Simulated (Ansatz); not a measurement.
**Computed properties of Pt**

Pt:
Space group Pm-3m (No. 221); a = b = c = 2.5872 Å, α = β = γ = 90.00°

```
atom  site  symmetry       x       y       z
----  ----  --------  ------  ------  ------
Pt      1a      m-3m  0.0000  0.0000  0.0000
```

Space group Pm-3m (No. 221), simple cubic; conventional cell a = 2.5872 Å, b = 2.5872 Å, c = 2.5872 Å, α = 90.00°, β = 90.00°, γ = 90.00°.

Method: PBEsol in the plane-wave PAW code Ansatz. Structure relaxed to zero pressure with the same functional. Other levels are named where they apply.

### Cell and energy

```json
{
  "volume_per_atom": "17.32 Å³",
  "density": "18.71 g/cm³"
}
```

### Electronic structure

```json
{
  "electronic_character": "metallic (no gap)",
  "Density of states at the Fermi level": "1.3 states/eV per atom (mean over ±0.08 eV)",
  "Gap with spin–orbit coupling": "none (metallic)"
}
```

### Mechanics

```json
{
  "Bulk modulus (Birch–Murnaghan fit)": "217 GPa",
  "Pressure derivative B′": "5.2",
  "Elastic constants (relaxed ions, GPa)": "C11 = 509, C12 = 71.9, C44 = 9.1",
  "mechanical_stability": "stable (all eigenvalues of C positive)"
}
```

A made-up cell: these elements were put on the sites of a structure type; neither database checked (COD, Materials Project) lists it. It is not the phase usual at ambient conditions (space group No. 225). The cell was relaxed with PBEsol under the symmetry of its start; its stability against distortions is not shown here. The run is not spin-polarised. As this level gives no gap, shear constants depend on the k-mesh and smearing (Fermi–Dirac, 0.1 eV here). Spin–orbit coupling is left out wherever it is not named.

Potentials: the later of the program's two PAW sets.
